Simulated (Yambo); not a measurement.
A G0W0@PBEsol run in Yambo for RbO₂H₃ (space group Cmc2_1, No. 36) (4×4×2 Γ-centred k mesh, 147 bands and a 6 Ry block in the screening, 147 bands in G with the Bruneval-Gonze terminator, plasmon pole fitted at 27.2 eV) gives these matrix elements, in eV, at the band edges ((0.25, -0.5, 0) → Γ):

```
state               E0    <Vxc>     <Σx>  <Σc(E0)>      Z
---------------  -----  -------  -------  --------  -----
valence edge     0.000  -18.685  -24.672     3.938  0.811
conduction edge  4.437   -9.172   -5.012    -3.035  0.880
```

Task: Solve the linearised quasiparticle equation for both states, give the gap, and say how exchange and correlation each act on it.

Result: E = E0 + Z(Σx + Σc − Vxc). Valence: 0.000 + 0.811 × (-24.672 + (3.938) − (-18.685)) = -1.66 eV. Conduction: 4.437 + 0.880 × (-5.012 + (-3.035) − (-9.172)) = 5.43 eV. The gap is 7.09 eV, against 4.44 eV in PBEsol. Replacing Vxc by bare exchange alone would open it by 10.15 eV; correlation takes back 6.97 eV of that, and Z scales what is left. Nearest settings tried, and what they do to the gap: 60 bands in W, 60 bands in G: +233 meV; 73 bands in W: +131 meV; 5 Ry block (165 vectors against 243): -37 meV. Not varied: mesh. So the settings aren't converged at that level. 

Geometry of the Materials Project entry, not relaxed at this level; primitive cell a = b = 5.8325 Å, c = 5.9398 Å, α = β = 90.00°, γ = 137.57°.

The structure is a Materials Project entry; no match was found in the copy of COD used, and its stability was not checked.
